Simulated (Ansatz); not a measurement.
Total density of states per atom from plane-wave PAW PBE (Ansatz code), in 0.25 eV bins, energy from the Fermi level:

| E (eV) | states/eV/atom |
|---|---|
| -7.85 | 0.37 |
| -7.60 | 0.37 |
| -7.35 | 0.12 |
| -7.10 | 0.08 |
| -6.85 | 0.14 |
| -6.60 | 0.34 |
| -6.35 | 0.51 |
| -6.10 | 0.29 |
| -5.85 | 0.33 |
| -5.60 | 0.38 |
| -5.35 | 0.35 |
| -5.10 | 0.07 |
| -4.85 | 0.08 |
| -4.60 | 0.11 |
| -4.35 | 0.20 |
| -4.10 | 0.36 |
| -3.85 | 0.51 |
| -3.60 | 0.57 |
| -3.35 | 0.56 |
| -3.10 | 0.76 |
| -2.85 | 0.52 |
| -2.60 | 0.48 |
| -2.35 | 0.68 |
| -2.10 | 0.38 |
| -1.85 | 0.66 |
| -1.60 | 1.00 |
| -1.35 | 0.63 |
| -1.10 | 0.63 |
| -0.85 | 0.33 |
| -0.60 | 0.14 |
| -0.35 | 0.10 |
| -0.10 | 0.22 |
| 0.15 | 0.40 |
| 0.40 | 0.42 |
| 0.65 | 0.48 |
| 0.90 | 0.65 |
| 1.15 | 0.34 |
| 1.40 | 0.14 |
| 1.65 | 0.17 |
| 1.90 | 0.27 |
| 2.15 | 0.36 |
| 2.40 | 0.46 |
| 2.65 | 0.64 |
| 2.90 | 0.68 |
| 3.15 | 0.52 |
| 3.40 | 0.44 |
| 3.65 | 0.55 |
| 3.90 | 0.83 |
| 4.15 | 0.77 |
| 4.40 | 0.89 |
| 4.65 | 0.87 |

Question: Which compound is it?
A. SiRh, I4_1md (Rh on 4a, Si on 4a)
B. VSi2, P6/mmm (V on 1a, Si on 2d)
C. SiW, NiAs type
D. Si, P-43m (Si on 4e, Si on 3c)

Answer: D, Si, P-43m (Si on 4e, Si on 3c). Within 0.5 eV of the Fermi level: Si 3p 83 %, Si 3s 13 %. Projections are on Löwdin-orthogonalised atomic valence shells; empty p or d shells of many metals are not among them.

The start of the workflow was typed in or built on a structure type; neither database checked (COD, Materials Project) lists it. It is not the phase usual at ambient conditions (space group No. 227). The cell was relaxed with PBE under the symmetry of its start; its stability against distortions is not shown here.

Potentials: the later of the program's two PAW sets.
